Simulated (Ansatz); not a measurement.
## Convergence of Na3Ga with the k-point mesh

These are results of DFT r2SCAN, scalar-relativistic, plane waves, PAW in Ansatz, not measurements.

```
Na Ga
1.0
     4.83193    0.00000    0.00000
     0.00000    4.83193    0.00000
     0.00000    0.00000    4.83193
Na Ga
3 1
Direct
  0.50000 0.00000 0.50000
  0.00000 0.50000 0.50000
  0.50000 0.50000 0.00000
  0.00000 0.00000 0.00000
```

```json
{"plane-wave cutoff": "500 eV", "occupation rule": "Gaussian smearing, 0.1 eV", "spin treatment": "unpolarised"}
```

The atoms are held and the k-point mesh is swept. Energies are extrapolated to zero smearing and count from the reference run, 14×14×14. The cell isn't necessarily relaxed at this level. The meshes are Γ-centred. Pressure is positive in compression.

(1) One run gave ΔE = -67.3 meV/atom and P = -0.67 GPa. Which k-point mesh did it use, of 1×1×1, 2×2×2, 4×4×4, 6×6×6, 8×8×8, 10×10×10, 12×12×12?

Results:

(1) 2×2×2. All runs:

```
    mesh  ΔE (meV/atom) P (GPa) irreducible points
   1×1×1           1117     8.24                   1
   2×2×2          -67.3    -0.67                   4
   4×4×4          -3.62    -0.47                  10
   6×6×6           4.33    -0.43                  20
   8×8×8           2.04    -0.48                  35
10×10×10          -0.87    -0.46                  56
12×12×12           0.88    -0.47                  84
14×14×14           0.00    -0.47                 120
```